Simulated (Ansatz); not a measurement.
**TaSe$_{2}$: computed property card**

TaSe₂:
```
CELL_PARAMETERS angstrom
      1.69577     0.97906     6.30709
     -1.69577     0.97906     6.30709
      0.00000    -1.95811     6.30709
ATOMIC_POSITIONS crystal
  Se 0.24561 0.24561 0.24561
  Se 0.75439 0.75439 0.75439
  Ta 0.00000 0.00000 0.00000
```

Space group R-3m (No. 166); conventional cell a = 3.3915 Å, b = 3.3915 Å, c = 18.9213 Å, α = 90.00°, β = 90.00°, γ = 120.00°.

Method: DFT-LDA in the program Ansatz with PAW potentials. Structure relaxed to zero pressure with the same functional. Other levels are named where they apply.

### Cell and energy

| Quantity | Value |
|---|---|
| Volume per atom | 20.94 Å³ |
| Density | 8.96 g/cm³ |
| Formation energy from the elements (no fitted shifts) | -0.81 eV/atom |

### Electronic structure

| Property | Value |
|---|---|
| Electronic character | metallic (no gap) |
| Density of states at the Fermi level | 0.52 states/eV per atom (mean over ±0.08 eV) |
| Gap with spin–orbit coupling | none (metallic) |

### Mechanics

| Property | Value |
|---|---|
| Bulk modulus (Birch–Murnaghan fit) | 39.5 GPa |
| Pressure derivative B′ | 11.6 |

### Charges

| Quantity | Result |
|---|---|
| Bader charges | Se -0.73, Ta +1.45 e |

The workflow started from an entry of the Crystallography Open Database (COD), which files this formula under 5 space groups. Its standing as an ambient phase is unchecked. The cell was relaxed with LDA under the symmetry of its start; whether a distortion lowers the energy is not shown. The run is not spin-polarised. A crystal of weakly bound layers computed without a dispersion correction: the cell and the soft elastic constants depend strongly on that. With an odd number of electrons in the cell and no spin polarisation, the count alone makes it a metal. The references are the lowest solids computed at this level, not always the standard phases. Spin–orbit coupling is left out wherever it is not named.

Potentials: the later of the program's two PAW sets.
